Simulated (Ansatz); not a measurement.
# Moment against volume in Fe3Ge (Pm-3m)

```
Fe Ge
1.0
     3.66050    0.00000    0.00000
     0.00000    3.66050    0.00000
     0.00000    0.00000    3.66050
Fe Ge
3 1
Direct
  0.00000 0.50000 0.50000
  0.50000 0.50000 0.00000
  0.50000 0.00000 0.50000
  0.00000 0.00000 0.00000
```

The reference geometry is a structure from the Materials Project; nothing is relaxed.

Functional, mesh and filling: PBEsol, 9×9×9 k mesh, Fermi–Dirac smearing of 0.03 eV. PAW means Ansatz 0.2.0 on its default frozen-core files; LAPW is all-electron LAPW in Ansatz 0.2.0. Site moments are integrated in spheres about the atoms, whose radii differ between the methods. Start moments of the first PAW run (μB): Fe1 3, Fe2 3, Fe3 3.

The cell shown is scaled evenly to other volumes, and every spin-polarised run starts from the same moments.

```csv
V/V₀,Å³/atom,M PAW (μB/cell),M LAPW (μB/cell),"largest site moment, PAW (μB)",P PAW (GPa),P LAPW (GPa),"F − F(unpolarised), PAW (meV/atom)"
0.72,8.83,3.78,–,1.21,92.1,–,-49
0.8,9.81,4.59,–,1.51,?,–,?
0.85,10.42,5.63,–,1.88,?,–,-164
0.9,11.04,6.11,6.11,2.07,9.5,9.5,-221
0.95,11.65,6.22,–,2.12,-2.9,–,-276
1,12.26,6.48,6.48,2.22,-11.3,-11.3,-328
1.05,12.88,6.89,–,2.37,-16.5,–,-380
1.1,13.49,7.30,7.30,2.51,-20.1,-20.1,-435
1.18,14.47,7.76,7.76,2.67,-24.0,-24.0,-524
```

Task: Give the missing entry: row "0.8", column "P PAW (GPa)".

Result: 41.9.

Task: Give the missing entry: row "0.8", column "F − F(unpolarised), PAW (meV/atom)".

Result: -114.

Task: Give the missing entry: row "0.85", column "P PAW (GPa)".

Result: 24.1.

The moments survive down to the smallest volume, V/V₀ = 0.72 at 92 GPa, where the largest is 1.21 μB.

The PAW files were made with PBE; the program remakes their cores once for the run's functional and then keeps them frozen. Under strong compression frozen cores are worth checking against an all-electron run. The Ansatz runs typed with the search for lower states off end where their start leads. None of this fixes the real material's magnetic order: only patterns that fit the cell were computed, without spin fluctuations and on one mesh and smearing, with a functional that can overstate moments.
